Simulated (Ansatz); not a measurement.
Trial structure of Al4FeCo3, not yet relaxed:

Space group Im-3m (No. 229). a = 5.948 Å, b = 5.948 Å, c = 5.948 Å, α = 90.00°, β = 90.00°, γ = 90.00°
```csv
atom,site,symmetry,x,y,z
Al,8c,.-3m,0.2500,0.7500,0.2500
Fe,2a,m-3m,0.0000,0.0000,0.0000
Co,6b,4/mm.m,0.0000,0.5000,0.0000
```

Level of theory: DFT PBE, scalar-relativistic, plane waves, PAW (Ansatz). Plane waves to 420 eV, a k mesh through Γ of 4×4×4 on the computed 8-atom cell and Gaussian smearing (0.10 eV); collinear spin from starting moments 0.0 0.0 0.0 0.0 4.0 3.0 3.0 3.0 μB.

Energies over the elements count from the elements' standard structures at the same level, with no fitted energy shifts.

Question: What does a single point on this coarse mesh give?

Answer: The pressure is -17.2 GPa (it wants to contract), the largest force is 0.00 eV/Å (symmetry fixes the atoms), and the energy is −0.46 eV/atom against the elements. The shortest distance is 2.58 Å.

Question: How much does it gain on relaxing, and where does it end?

Answer: Relaxing gains under 0.1 eV/atom (the start's value is from the coarse mesh, so the gain is rough) in 8 ionic steps and ends at −0.54 eV/atom on the finer mesh. The symmetry stays Im-3m (No. 229). The volume per atom shrinks by 11.6 %, from 13.1 to 11.6 Å³. The shortest distance goes from 2.58 Å (Al–Co and Al–Fe) to 2.47 Å (Al–Co and Al–Fe). Conventional cell: a = 5.708 Å. Around Al lie 2 Fe at 2.47 Å, 6 Co at 2.47 Å and 6 Al at 2.85 Å; Fe is surrounded by 8 Al at 2.47 Å and 6 Co at 2.85 Å; Co is surrounded by 8 Al at 2.47 Å, 2 Fe at 2.85 Å and 4 Co at 2.85 Å.

The last run used a 10×10×10 mesh for its 8-atom cell and Gaussian smearing of 0.10 eV. Trial moments died out on the coarse mesh, so the last step has no spin; another magnetic start might hold. The relaxation can't lower the symmetry of the start. A later test with randomly moved atoms came back to the same energy, though modes that don't fit the test's cell weren't probed.
